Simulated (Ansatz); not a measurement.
These are results of DFT PBE, scalar-relativistic, plane waves, PAW (Ansatz 0.2.0), not measurements. Settings: cutoff 420 eV, Γ-centred meshes spaced at most about 0.3 Å⁻¹, and about 0.25 Å⁻¹ or finer for metals (2π included), Gaussian smearing. Collinear spin in cells that started with moments and kept them past the coarse steps, no spin elsewhere.

Temperature and zero-point effects are left out.

Compare these two cells of Y₅N, each relaxed at this level.

A. (site moments Y -0.1 (×4), -0.3; N 0.2 μB)

Space group F-43m (No. 216). a = 9.042 Å, b = 9.042 Å, c = 9.042 Å, α = 90.00°, β = 90.00°, γ = 90.00°
| atom | site | symmetry | x | y | z |
| --- | --- | --- | --- | --- | --- |
| Y | 16e | .3m | 0.1240 | 0.3760 | 0.1240 |
| Y | 4d | -43m | 0.2500 | 0.2500 | 0.7500 |
| N | 4a | -43m | 0.0000 | 0.0000 | 0.0000 |

B. (no spin)

Space group P6/mmm (No. 191). a = 6.187 Å, b = 6.187 Å, c = 6.031 Å, α = 90.00°, β = 90.00°, γ = 120.00°
```
atom  site  symmetry       x       y       z
   Y    2c      -6m2  0.6667  0.3333  0.0000
   Y    3g       mmm  0.5000  0.0000  0.5000
   N    1a     6/mmm  0.0000  0.0000  0.0000
```

**Question.** Which form is favoured at zero pressure, and by what margin per atom?

**Answer.** A is lower, by 271 meV/atom. A has space group F-43m (No. 216), 30.8 Å³/atom and no gap on its mesh; B has space group P6/mmm (No. 191), 33.3 Å³/atom and no gap. Counting Y atoms around N (those within 1.25 times the shortest such distance or 1.15 times the sum of covalent radii, 1.27 where that leaves under three; a plus sign parts nearer from farther groups; the shortest distance is added where it exceeds 1.18 times the sum of covalent radii), A has N 16 from 3.8 Å and B has N 6+12 from 3.6 Å. Their magnetic states differ too, which can make part of the margin. The denser one is the lower, and pressure would at first widen the difference. Even the lower one lies +1.18 eV/atom against the reference forms of the elements (uncorrected), so neither is stable at this level. Both come from invented guesses. A third cell relaxed alike, in P6/mmm, lies 0.55 eV/atom below the lower of the two.

Another magnetic order may lie lower. Cells relaxed within their symmetry can be saddle points.
